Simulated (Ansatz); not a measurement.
Starting cell, Rh (fcc, Cu type):

```
Rh
1.0
    3.83006     0.00000     0.00000
    0.00000     3.83006     0.00000
    0.00000     0.00000     3.83006
Rh
4
Direct
  0.00000   0.00000   0.00000
  0.50000   0.50000   0.00000
  0.50000   0.00000   0.50000
  0.00000   0.50000   0.50000
```

In this cell atom 1 (Rh, nearest neighbour Rh at 2.708 Å; its periodic images, 3.8 Å or more away, move with it) is moved by s along Cartesian [110], unit vector (0.707, 0.707, 0.000); all other atoms and the cell stay fixed.

Calculation: PBE (plane waves to 420 eV, PAW, scalar-relativistic; Ansatz, a first-principles code). k mesh 10×10×10 (Γ-centred), Fermi-Dirac smearing 0.05 eV. E stands for the smeared free energy. With partly filled bands, energies and forces of such displacements shift with the k mesh and the smearing. Rh is run without spin polarisation. Rh was relaxed with its symmetry unable to fall. The zero of ΔE is the undisplaced structure. The last digit holds for this mesh only.

```csv
s (Å),ΔE (meV/cell)
-0.540,1984.3
-0.432,1170.8
-0.324,withheld
-0.216,261.3
-0.108,63.7
0.000,0.0
0.108,63.7
0.216,261.3
0.324,withheld
0.432,1170.8
0.540,1984.3
```

**Question.** Fit an even polynomial form (powers 2, 4, 6) to the given rows and predict ΔE at s = -0.324.

**Answer.** Least squares on the 9 given rows: ΔE = (5388)·s² + (4541)·s⁴ + (1088)·s⁶, in meV/cell with s in Å; root-mean-square residual 0.12 meV/cell. At -0.324 the fit gives 616.9 meV/cell; the calculation gives 617.3 meV/cell, so the interpolation is off by -0.4 (-0.1 %). The quadratic term alone would give 565.6 meV/cell.

(A displaced cell: forces are minus the slopes of the energy, force constants its curvatures, and phonons follow from these.)
